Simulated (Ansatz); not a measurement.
TiC (rock salt), conventional cell a = b = c = 4.293 Å, α = β = γ = 90.00°. The calculation uses the primitive cell of 2 atoms, to which meshes and values per cell refer.

Grid over V/V₀ and (c/a)/(c/a)₀, subscript 0 meaning the relaxed cell; the conventional c axis lies along z; no internal relaxation.

Method: PBEsol (plane waves to 420 eV, PAW, scalar-relativistic; Ansatz, a program for electronic structure). k mesh 19×19×19 (Γ-centred), Fermi-Dirac smearing 0.05 eV. Compression counts positive. With partly filled bands, the response to shear is sensitive to the k mesh, so small differences along c/a are uncertain. TiC is run without spin polarisation. TiC was relaxed with its symmetry unable to fall. The last digit holds for this mesh only.

Changes of σxx (GPa) from the point V/V₀ = 1.000, (c/a)/(c/a)₀ = 1.000 when one coordinate moves alone (two changes are said to add if the coupling is within 5 % of the smaller one, nearly so within 20 %):

```tsv
point	change
V/V₀ = 1.000, (c/a)/(c/a)₀ = 0.880	-14.81
V/V₀ = 1.000, (c/a)/(c/a)₀ = 0.940	-7.97
V/V₀ = 0.920, (c/a)/(c/a)₀ = 1.000	26.31
V/V₀ = 0.960, (c/a)/(c/a)₀ = 1.000	11.84
V/V₀ = 1.040, (c/a)/(c/a)₀ = 1.000	-9.69
V/V₀ = 1.080, (c/a)/(c/a)₀ = 1.000	-17.63
V/V₀ = 1.000, (c/a)/(c/a)₀ = 1.060	9.44
V/V₀ = 1.000, (c/a)/(c/a)₀ = 1.120	20.83
```

**Question.** What is the change at V/V₀ = 1.040, (c/a)/(c/a)₀ = 0.880, where both move, and how far is it from the sum?

**Answer.** The sum of the single changes is -9.69 + (-14.81) = -24.50; the calculation gives -21.73, so the coupling contributes 2.77 (over 20 % of the smaller single change, not additive).

**Question.** Do the two effects add at V/V₀ = 1.080, (c/a)/(c/a)₀ = 1.060? Give the computed change.

**Answer.** The sum of the single changes is -17.63 + (9.44) = -8.19; the calculation gives -11.00, so the coupling contributes -2.81 (over 20 % of the smaller single change, not additive).

(Under strain, the slope of the energy per volume gives the stress and its curvature an elastic modulus.)
